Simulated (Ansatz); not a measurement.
The elements of this relaxed trial crystal are hidden behind letters.

```
lattice vectors (Å)
   3.4902    0.0000    0.0000
  -1.7451    3.0226    0.0000
   0.0000    0.0000   11.3847
fractional positions
X 0.3333 0.6667 0.1355
X 0.6667 0.3333 0.8645
Z 0.3333 0.6667 0.6002
Z 0.6667 0.3333 0.3998
Q 0.0000 0.0000 0.0000
```

Computed with Ansatz 0.2.0, DFT PBE, scalar-relativistic, plane waves, PAW. Plane waves to 420 eV, a 12×12×4 mesh through Γ for the 5-atom cell and 0.10 eV Gaussian smearing; no spin polarisation.

```
Space group                                : P-3m1 (No. 164)
Conventional cell                          : a = 3.490 Å, c = 11.385 Å
Volume per atom                            : 24.02 Å³
Density                                    : 9.00 g/cm³
Formation energy                           : −0.83 eV/atom
Gap on the 12×12×4 mesh of the 5-atom cell : 0 eV (a metal)
```

Energies are uncorrected and count from the elements' standard states at the same level.

Task: X is a lanthanide, Z is a d-block element of period 6 and Q is a p-block element of period 2. Which elements are they?

Result: X = La, Z = Hf, Q = O, so the formula is La2Hf2O. Density times volume gives a mean mass of 9.00 × 24.02/1.6605 = 130.2 u per atom, and this set has 130.2 u. Around La lie 3 O at 2.54 Å, 9 La at 3.49–3.69 Å and 3 Hf at 3.62 Å; around Hf lie 3 Hf at 3.04 Å, 6 Hf at 3.49 Å and 3 La at 3.62 Å; around O lie 6 La at 2.54 Å. Other sets within the hints have nearly the same mass, so mass alone doesn't settle it; this one was computed.

Spin–orbit coupling, which can matter for Hf, is left out. A later test with randomly moved atoms came back to the same energy, though modes that don't fit the test's cell weren't probed.
